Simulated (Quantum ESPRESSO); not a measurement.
# In2GaAlP4: input and log of a self-consistent run

Simulated, not a measurement. The program is pw.x of Quantum ESPRESSO 7.5 (plane-wave density functional theory). The cell is made up: 8 atoms on a zincblende/diamond lattice, with randomly drawn elements, strain and displacements, not relaxed. PseudoDojo standard norm-conserving files (v0.5 for PBE, v0.4.1 for LDA and PBEsol) set the functional; there is no spin polarisation, spin-orbit coupling or dispersion term, and the masses in the input are unused placeholders.

Input:

```
&control calculation='scf', pseudo_dir='./dojo.nc.sr.pbe.v0_5.standard.upf', outdir='./o', disk_io='medium', tprnfor=.true., tstress=.true. /
&system ibrav=0, nat=8, ntyp=4, nbnd=37, ecutwfc=79.96652505, nosym=.true., tot_charge=0,
 occupations='smearing', smearing='fd', degauss=0.0018374661
/
&electrons conv_thr=7.350e-09, electron_maxstep=60, /
ATOMIC_SPECIES
Al 1.0 Al.upf
Ga 1.0 Ga.upf
In 1.0 In.upf
P 1.0 P.upf
CELL_PARAMETERS angstrom
5.847 0.0457 -0.0288
0.0457 6.0348 -0.0582
-0.0294 -0.0593 5.8151
ATOMIC_POSITIONS angstrom
In -0.0087 0.0069 0.0423
In -0.0041 2.9496 2.8727
Ga 2.9219 -0.0167 2.9195
Al 2.9582 3.1203 -0.0284
P 1.4266 1.4926 1.4393
P 1.4324 4.4821 4.2417
P 4.3872 1.4393 4.2899
P 4.4266 4.5314 1.384
K_POINTS automatic
4 4 4 1 1 1
```

The log is shortened where brackets say so; the opening notice, blank lines, dates and the lines on written files are dropped, and the path of the files is cut. It prints rydbergs, bohrs and kilobars, and counts compression as positive stress.

```
     Program PWSCF v.7.5
     Parallel version (MPI & OpenMP), running on       1 processor cores
     Number of MPI processes:                 1
     Threads/MPI process:                     1
     [start-up lines left out]
     bravais-lattice index     =            0
     lattice parameter (alat)  =      11.0497  a.u.
     unit-cell volume          =    1384.4295 (a.u.)^3
     number of atoms/cell      =            8
     number of atomic types    =            4
     number of electrons       =        62.00
     number of Kohn-Sham states=           37
     kinetic-energy cutoff     =      79.9665  Ry
     charge density cutoff     =     319.8661  Ry
     scf convergence threshold =      7.3E-09
     mixing beta               =       0.7000
     number of iterations used =            8  plain     mixing
     Exchange-correlation= PBE
                           (   1   4   3   4   0   0   0)
     [axes and pseudopotential details left out]
   Cartesian axes
     site n.     atom                  positions (alat units)
         1        In     tau(   1) = (  -0.0014879   0.0011800   0.0072342  )
         2        In     tau(   2) = (  -0.0007012   0.5044423   0.4912908  )
         3        Ga     tau(   3) = (   0.4997050  -0.0028560   0.4992946  )
         4        Al     tau(   4) = (   0.5059131   0.5336355  -0.0048570  )
         5        P      tau(   5) = (   0.2439780   0.2552653   0.2461499  )
         6        P      tau(   6) = (   0.2449699   0.7665313   0.7254180  )
         7        P      tau(   7) = (   0.7503015   0.2461499   0.7336612  )
         8        P      tau(   8) = (   0.7570397   0.7749627   0.2366925  )
     number of k points=    32  Fermi-Dirac smearing, width (Ry)=  0.0018
                       cart. coord. in units 2pi/alat
        k(    1) = (   0.1246848   0.1214012   0.1275595), wk =   0.0625000
        k(    2) = (   0.1259043   0.1238166   0.3789724), wk =   0.0625000
     [further k points left out]
     Dense  grid:   133825 G-vectors     FFT dimensions: (  64,  72,  64)
     Estimated max dynamical RAM per process >     178.15 MB
     Initial potential from superposition of free atoms
     starting charge      61.9865, renormalised to      62.0000
     Starting wfcs are   47 randomized atomic wfcs
     total cpu time spent up to now is       20.6 secs
     per-process dynamical memory:   104.3 Mb
     Self-consistent Calculation
     iteration #  1     ecut=    79.97 Ry     beta= 0.70
     Davidson diagonalization with overlap
     ethr =  1.00E-02,  avg # of iterations =  3.9
     Threshold (ethr) on eigenvalues was too large:
     Diagonalizing with lowered threshold
     Davidson diagonalization with overlap
     ethr =  5.79E-04,  avg # of iterations =  2.0
     total cpu time spent up to now is       98.9 secs
     total energy              =    -478.81995752 Ry
     estimated scf accuracy    <       0.36621154 Ry
     iteration #  2     ecut=    79.97 Ry     beta= 0.70
     Davidson diagonalization with overlap
     ethr =  5.91E-04,  avg # of iterations =  2.5
     total cpu time spent up to now is      133.6 secs
     total energy              =    -478.91878564 Ry
     estimated scf accuracy    <       0.10735025 Ry
     iteration #  3     ecut=    79.97 Ry     beta= 0.70
     Davidson diagonalization with overlap
     ethr =  1.73E-04,  avg # of iterations =  2.1
     total cpu time spent up to now is      168.3 secs
     total energy              =    -478.93663550 Ry
     estimated scf accuracy    <       0.00349674 Ry
     iteration #  4     ecut=    79.97 Ry     beta= 0.70
     Davidson diagonalization with overlap
     c_bands:  1 eigenvalues not converged
     c_bands:  1 eigenvalues not converged
     c_bands:  1 eigenvalues not converged
     ethr =  5.64E-06,  avg # of iterations = 10.5
     total cpu time spent up to now is      239.9 secs
     total energy              =    -478.93753083 Ry
     estimated scf accuracy    <       0.00288982 Ry
     iteration #  5     ecut=    79.97 Ry     beta= 0.70
     Davidson diagonalization with overlap
     ethr =  4.66E-06,  avg # of iterations =  3.1
     total cpu time spent up to now is      284.1 secs
     total energy              =    -478.93786435 Ry
     estimated scf accuracy    <       0.00033887 Ry
     iteration #  6     ecut=    79.97 Ry     beta= 0.70
     Davidson diagonalization with overlap
     ethr =  5.47E-07,  avg # of iterations =  3.2
     total cpu time spent up to now is      327.4 secs
     total energy              =    -478.93792315 Ry
     estimated scf accuracy    <       0.00002539 Ry
     iteration #  7     ecut=    79.97 Ry     beta= 0.70
     Davidson diagonalization with overlap
     ethr =  4.10E-08,  avg # of iterations =  4.0
     total cpu time spent up to now is      381.4 secs
     total energy              =    -478.93793312 Ry
     estimated scf accuracy    <       0.00000452 Ry
     iteration #  8     ecut=    79.97 Ry     beta= 0.70
     Davidson diagonalization with overlap
     ethr =  7.30E-09,  avg # of iterations =  2.0
     total cpu time spent up to now is      424.4 secs
     total energy              =    -478.93793420 Ry
     estimated scf accuracy    <       0.00000011 Ry
     iteration #  9     ecut=    79.97 Ry     beta= 0.70
     Davidson diagonalization with overlap
     ethr =  1.76E-10,  avg # of iterations =  5.0
     total cpu time spent up to now is      484.2 secs
     total energy              =    -478.93793428 Ry
     estimated scf accuracy    <       0.00000023 Ry
     iteration # 10     ecut=    79.97 Ry     beta= 0.70
     Davidson diagonalization with overlap
     ethr =  1.76E-10,  avg # of iterations =  2.0
     total cpu time spent up to now is      521.0 secs
     total energy              =    -478.93793429 Ry
     estimated scf accuracy    <       0.00000004 Ry
     iteration # 11     ecut=    79.97 Ry     beta= 0.70
     Davidson diagonalization with overlap
     ethr =  5.81E-11,  avg # of iterations =  3.6
     total cpu time spent up to now is      558.4 secs
     End of self-consistent calculation
     [lines on levels left out]
!    total energy              =    -478.93793430 Ry
     estimated scf accuracy    <          3.3E-09 Ry
     smearing contrib. (-TS)   =      -0.00000000 Ry
     internal energy E=F+TS    =    -478.93793430 Ry
     The total energy is F=E-TS. E is the sum of the following terms:
     one-electron contribution =    -219.53636643 Ry
     hartree contribution      =     147.87715238 Ry
     xc contribution           =    -140.32181175 Ry
     ewald contribution        =    -266.95690850 Ry
     convergence has been achieved in  11 iterations
     Forces acting on atoms (cartesian axes, Ry/au):
     atom    1 type  3   force =    -0.00116204   -0.01321961   -0.01479536
     atom    2 type  3   force =    -0.01220461   -0.00468509    0.00372121
     atom    3 type  2   force =    -0.00898215   -0.00202322   -0.00914544
     atom    4 type  1   force =    -0.00941882   -0.01951261   -0.01430174
     atom    5 type  4   force =     0.07243695    0.00715694   -0.00632863
     atom    6 type  4   force =     0.05688002    0.00798090    0.02697990
     atom    7 type  4   force =    -0.04989743    0.02094750    0.01484391
     atom    8 type  4   force =    -0.04765192    0.00335520   -0.00097385
     Total force =     0.127355     Total SCF correction =     0.000143
     Computing stress (Cartesian axis) and pressure
          total   stress  (Ry/bohr**3)                   (kbar)     P=      -37.90
  -0.00023625  -0.00001404   0.00004927          -34.75       -2.07        7.25
  -0.00001404  -0.00033377   0.00008289           -2.07      -49.10       12.19
   0.00004927   0.00008289  -0.00020297            7.25       12.19      -29.86
     init_run     :     19.34s CPU     20.49s WALL (       1 calls)
     electrons    :    505.64s CPU    537.72s WALL (       1 calls)
     forces       :      5.08s CPU      5.18s WALL (       1 calls)
     stress       :     18.24s CPU     19.13s WALL (       1 calls)
     [timing details left out]
     PWSCF        :   9m 8.56s CPU   9m42.96s WALL
     JOB DONE.
```

In other units: free energy -6516.283 eV for the cell, pressure -3.79 GPa, largest force component 1.862 eV/Å. A rerun of the same cell at another strain at 1377 eV and a 6 x 6 x 6 mesh moved values by no more than 0.008 eV in energy, 0.02 GPa in stress and 0.002 eV/Å in force.